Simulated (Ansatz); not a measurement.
## How far is PAW off for TiCo?

```yaml
crystal:
  lattice:
    - [2.98611, 0.00000, 0.00000]
    - [0.00000, 2.98611, 0.00000]
    - [0.00000, 0.00000, 2.98611]
  atoms:
    - { symbol: Ti, position: [0.00000, 0.00000, 0.00000] }
    - { symbol: Co, position: [0.50000, 0.50000, 0.50000] }
```

Atoms are numbered in the order listed.

Structure from Materials Project entry mp-823 (possibly hypothetical), not relaxed further.

Other magnetic orders may lie lower; this is the state that the run reached.

All numbers are computed: DFT, PBEsol, PAW with Ansatz's default frozen-core files, scalar-relativistic (Ansatz 0.2.0); DFT, PBEsol, all-electron PAW with datasets made for the crystal, scalar-relativistic (Ansatz 0.2.0); DFT, PBEsol, all-electron LAPW, scalar-relativistic (Ansatz 0.2.0).

For PAW: a Γ-centred 11×11×11 k mesh, Fermi–Dirac smearing of 0.03 eV, cutoff 420 eV, spin-polarised from start moments Ti1 -1, Co2 2 μB; the PAW files were made with PBE, and the program remakes their frozen cores for this functional. The crystal-made all-electron datasets (AE datasets) take a cutoff of 280 eV at this cell. LAPW targets a basis error of 0.25 meV/atom. The Ansatz runs share mesh, smearing and spin set-up. Plane-wave (PAW) pressures include the program's estimate of the Pulay term.

Stress and pressure are positive in compression.

Levels count from the Fermi level.

| quantity | PAW | AE datasets | LAPW |
| --- | --- | --- | --- |
| pressure (GPa) | -7.24 | -7.19 | -7.20 |
| moment of the cell (μB) | 0.865 | 0.876 | 0.876 |
| highest filled spin-up level at Γ (eV) | -1.860 | -1.859 | -1.859 |
| lowest empty spin-up level at Γ (eV) | 0.507 | 0.504 | 0.504 |
| highest filled spin-up level at X (eV) | -0.582 | -0.597 | -0.597 |
| lowest empty spin-up level at X (eV) | 0.674 | 0.679 | 0.679 |

PAW's pressure differs from the LAPW value by -0.04 GPa.
